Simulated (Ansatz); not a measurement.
LiH (rock salt, Fm-3m), r²SCAN (plane waves, PAW; program Ansatz). The conduction-band minimum lies at X, with 3 equivalent valleys. Second derivatives d²E/dk² of the lowest band at one valley (eV·Å²), along Cartesian directions:

| direction | d²E/dk² |
|---|---|
| [100] | 58.89 |
| [010] | 7.772 |
| [001] | 7.772 |
| [110] | 33.34 |
| [101] | 33.34 |
| [011] | 7.772 |

### Question
Find the principal effective masses, the density-of-states mass and the conductivity mass.

### Answer
Off-diagonal terms follow from H_xy = H[110] − (H_xx + H_yy)/2, and m*/mₑ = 7.620 eV·Å² over each eigenvalue: 0.13, 0.98, 0.98. One valley's DOS mass (m₁m₂m₃)^(1/3) = 0.50, conductivity mass 3/(Σ 1/mᵢ) = 0.31 mₑ.

### Question
What effective density of states Nc follows at 300 K for parabolic valleys?

### Answer
Nc = 2.509e19 × 3 × (0.50)^(3/2) ≈ 2.7e19 cm⁻³.

### Question
With the computed static dielectric constant 13.4 (mean of the diagonal), estimate a hydrogenic donor's binding energy and radius.

### Answer
E = 13.606 eV × 0.31/13.4² ≈ 23 meV; a = 0.529 Å × ε/m* ≈ 23 Å. Semilocal masses tend to be too small where the gap is.

### Question
With ε∞ = 3.89 and ω_LO = 1124 cm⁻¹, what Fröhlich coupling constant follows?

### Answer
α = (1/ε∞ − 1/ε0) √(m* × 13.606 eV/ħω_LO) = 1.0.

The r²SCAN relaxation kept the symmetry of its start; phonons on a q-mesh show no instability.

Potentials: the later of the program's two PAW sets.
